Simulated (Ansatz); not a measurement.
K₂PdBr₄:
```yaml
crystal:
  lattice:
    - [7.34303, 0.00000, 0.00000]
    - [0.00000, 7.34303, 0.00000]
    - [0.00000, 0.00000, 4.29339]
  atoms:
    - { symbol: K, position: [0.00000, 0.50000, 0.50000] }
    - { symbol: K, position: [0.50000, 0.00000, 0.50000] }
    - { symbol: Pd, position: [0.00000, 0.00000, 0.00000] }
    - { symbol: Br, position: [0.76578, 0.76578, 0.00000] }
    - { symbol: Br, position: [0.23422, 0.23422, 0.00000] }
    - { symbol: Br, position: [0.23422, 0.76578, 0.00000] }
    - { symbol: Br, position: [0.76578, 0.23422, 0.00000] }
```

Relaxed with PBEsol.

Q: Map the electron localisation function on the plane through (0.000, 0.500, 0.500) spanned by u = [1, 0, 1] and v = [0, 1, 1] in lattice vectors, from PBEsol in the plane-wave PAW code Ansatz.

A: x is the fraction of u, y of v (the angle between them is 75°; rows are the nearest grid lines); atoms in the plane: K at (0.00, 0.00), K at (0.50, 0.50), Pd at (0.00, 0.50), Br at (0.23, 0.27), Br at (0.77, 0.73).
```
|+#@@@#:                          :#@@@#+|
|@@@@@#-                   .....   :#@@@@|
|@@@@%*:    .::..       ..:-====:   -#@@@|
|*##*=.    .-==--:.    .-+*#%%@@%#=.  :+*|
|           :-===-:   .-*#%@@@@@@@@%=.   |
|            .::-:.   .=#%@@*. .+@@@#=.  |
|   .....      ...    .=#@@@+    +@@#+:  |
|...:----:.            :*%@@@+   -%@#+:..|
|...::-==--.     .:--.  .=%@@@@%%%@%+-:..|
|+=::.::--:.   .=#%@@%#-  .=######+-::-++|
|*+=::.:::..   :*%@@@@@#-  .-=+++=-::-=**|
|-=++=:...     :#@@@#%@@%+     ....-+*+--|
|--+*+-....     +%@@%#@@@#:     ...:=++=-|
|**=-::-=+++=-.  -#@@@@@%*:   ..:::.::=+*|
|++-::-+######=.  -#%@@%#=.   .:--::.::=+|
|..:-+%@%%%@@@@%=.  .--:.     .--==-::...|
|..:+#@%-   +@@@%*:            .:----:...|
|  :+#@@+    +@@@#=.    ...      .....   |
|  .=#@@@+. .*@@%#=.   .:-::.            |
|   .=%@@@@@@@@%#*-.   :-===-:           |
|*+:  .=#%@@%%#*+-.    .:--==-.    .=*##*|
|@@@#-   :====-:..       ..::.    :*%@@@@|
|@@@@#:   .....                   -#@@@@@|
|+#@@@#:                          :#@@@#+|
```
Scale: ten equal steps from 0.001 (start of ' ') to 0.910 (end of '@'), in the order ' .:-=+*#%@'; x runs from 0.000 to 1.00, y from 0.000 (bottom) to 1.00 (top).

The density is the valence pseudo-density with augmentation charge, so density and ELF within about 1 Å of a nucleus are not all-electron values.

Space group P4/mmm. The workflow started from a Materials Project entry (that database holds measured and hypothetical structures alike); the Crystallography Open Database files this formula in space group No. 123, but the cells were not matched. Whether it is the stable phase at ambient conditions was not checked. The cell was relaxed with PBEsol under the symmetry of its start; whether a distortion lowers the energy is not shown. The run is not spin-polarised.

Potentials: the later of the program's two PAW sets.
